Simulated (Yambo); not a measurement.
Mg2OsH6 (space group Fm-3m, No. 225): one transition space (8×8×8 mesh, 6 valence and 2 conduction bands, Tamm-Dancoff) with different kernels in Yambo, on LDA orbitals; field along x. BSE alone uses the static screening with 47 bands and a 3 Ry block; its scissor and those of RPA and TDDFT come from G0W0, that of the TDHF-type run from bare exchange.

| kernel | scissor (eV) | direct gap with it (eV) | lowest state (eV) | rough cost |
|---|---|---|---|---|
| BSE (screened electron-hole attraction) | 1.28 | 4.51 | 4.08 (dark) | 1 (with the screening) |
| RPA (no attraction) | 1.28 | 4.51 | 4.51 (dark) | about 1/2 |
| TDHF-type (unscreened attraction, exchange-only scissor) | 7.89 | 11.13 | 6.80 (dark) | about 1/3 |
| TDDFT, adiabatic LDA kernel | 1.28 | 4.51 | 4.51 (dark) | about 5× |

Costs are rough.

RPA and TDDFT, adiabatic LDA kernel leave the lowest state at the direct gap: no bound exciton. These are vertical excitations (zero momentum). Spin singlets only. Strong means a line over 3 % of the spectrum's maximum, dark under 0.03 %. Absolute energies carry the error of the G0W0 scissor, whose convergence isn't established. Convergence of the binding with the mesh was not shown.

Spin-orbit coupling is not included.

Geometry of the Materials Project entry, not relaxed at this level; primitive cell a = b = c = 4.6918 Å, α = β = γ = 60.00°.

The structure is a Materials Project entry; no match was found in the copy of COD used, and its stability was not checked.
